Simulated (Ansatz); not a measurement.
A generator proposed this cell of Be4Br3F2.

```
CELL_PARAMETERS angstrom
4.61276 0.00000 0.00000
-2.30638 3.99477 0.00000
0.00000 0.00000 8.45914
ATOMIC_POSITIONS crystal
Be 0.33333 0.66667 0.67436
Be 0.66667 0.33333 0.67436
Be 0.66667 0.33333 0.32564
Be 0.33333 0.66667 0.32564
Br 0.50000 0.00000 0.00000
Br 0.00000 0.50000 0.00000
Br 0.50000 0.50000 0.00000
F 0.33333 0.66667 0.50000
F 0.66667 0.33333 0.50000
```

Theory: DFT PBE, scalar-relativistic, plane waves, PAW in Ansatz 0.2.0. Cutoff 420 eV; k points 6×6×2 on the computed 9-atom cell (Γ-centred); Gaussian smearing, width 0.10 eV; no spin polarisation.

Energies over the elements count from the elements' standard structures at the same level (F₂ as a molecule), with no fitted energy shifts. The references include crystalline Br.

Task: How far from equilibrium is it?

Result: The pressure is 27.3 GPa (the mean over three directions, positive in compression), the largest force is 0.55 eV/Å, and the energy is +0.80 eV/atom against the elements. The shortest distance is 1.47 Å.

Task: How much does it gain on relaxing, and where does it end?

Result: Relaxing gains about 0.59 eV/atom (the start's value is from the coarse mesh, so the gain is rough) in 25 ionic steps and ends at +0.22 eV/atom on the finer mesh. The symmetry stays P6/mmm (No. 191). The volume per atom grows by 76.3 %, from 17.3 to 30.5 Å³. The shortest distance goes from 1.47 Å (Be–F) to 1.53 Å (Be–F). Conventional cell: a = 5.443 Å, c = 10.708 Å. Be has 1 F at 1.53 Å; Br has 4 Br at 2.72 Å; F is surrounded by 2 Be at 1.53 Å.

The last run used a 12×12×4 mesh (in the run's order of axes) for its 9-atom cell and Gaussian smearing of 0.10 eV. Weakly bound directions are ill-defined at this level, which has no dispersion term. An odd number of electrons in the primitive cell allows no gap without spin; a larger cell or a magnetic state could open one. The reference form of Br is held partly by dispersion forces, which this level lacks. The relaxation can't lower the symmetry of the start. A structure relaxed within its symmetry needn't be a true minimum.
